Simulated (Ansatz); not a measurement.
Consider the following.

SnO2:
```
SnO2
1.0
    4.72016     0.00000     0.00000
    0.00000     4.72016     0.00000
    0.00000     0.00000     3.18872
Sn O
2 4
Direct
  0.50000   0.50000   0.50000
  0.00000   0.00000   0.00000
  0.19393   0.80607   0.50000
  0.80607   0.19393   0.50000
  0.69393   0.69393   0.00000
  0.30607   0.30607   0.00000
```

This is the LDA-relaxed structure.

### Question
All from DFT-LDA in the program Ansatz with PAW potentials, unless another level is named. Predict the zero-point energy.

### Answer
70.4 meV/atom.

### Question
What about the Young's modulus?

### Answer
242 GPa.

### Question
Next, the highest zone-centre frequency (without LO–TO term)?

### Answer
755 cm^-1.

Space group P4_2/mnm (rutile). The LDA relaxation kept the symmetry of its start. Scalar-relativistic: spin–orbit coupling is off unless named, which matters more the heavier the elements.

Potentials: the earlier of the program's two PAW sets. The files were generated under PBE; for other functionals the program regenerates the frozen cores, and for LDA and PBEsol the local potential too.
